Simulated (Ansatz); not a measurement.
MoPt:
```yaml
crystal:
  lattice:
    - [2.71053, 0.00000, 0.00000]
    - [0.00000, 2.71053, 0.00000]
    - [0.00000, 0.00000, 4.12560]
  atoms:
    - { symbol: Pt, position: [0.00000, 0.00000, 0.00000] }
    - { symbol: Mo, position: [0.50000, 0.50000, 0.50000] }
```

Relaxed with r²SCAN. Special points in fractions of this cell's reciprocal vectors: Γ (0.000, 0.000, 0.000); X (0.000, 0.500, 0.000); M (0.500, 0.500, 0.000); Z (0.000, 0.000, 0.500); R (0.000, 0.500, 0.500); A (0.500, 0.500, 0.500).

### Question
List the band energies nearest the Fermi level at these points for the program Ansatz at the r²SCAN level (PAW).

### Answer
In eV from the Fermi level; about four levels below and three above (degenerate sets whole), none deeper than 8.9 eV; … stands for higher levels left out; points with the same levels are listed once.

| k | below | above |
|---|---|---|
| Γ | -3.44 -3.44 -3.30 -1.50 -1.10 | 1.45 2.70 2.70 |
| X | -3.58 -3.35 -2.78 -2.41 | 0.24 1.63 2.06 |
| M | -7.51 -7.06 -6.81 -6.81 | 0.21 0.22 1.79 1.79 |
| Z | -2.74 -2.74 -1.43 -1.40 | 0.94 0.94 … |
| R | -3.77 -3.16 -2.56 -0.43 | 0.39 0.46 1.54 |
| A | -5.01 -3.14 -3.14 -3.11 | 0.22 0.76 4.83 |

Space group P4/mmm (L1₀ or tetragonal B2). The start of the workflow was typed in or built on a structure type; neither database checked (COD, Materials Project) lists it. Whether it is the stable phase at ambient conditions was not checked. Symmetry was held in the r²SCAN relaxation; its stability against distortions is not shown here. The run is not spin-polarised. Spin–orbit coupling is left out wherever it is not named.

Potentials: the later of the program's two PAW sets.
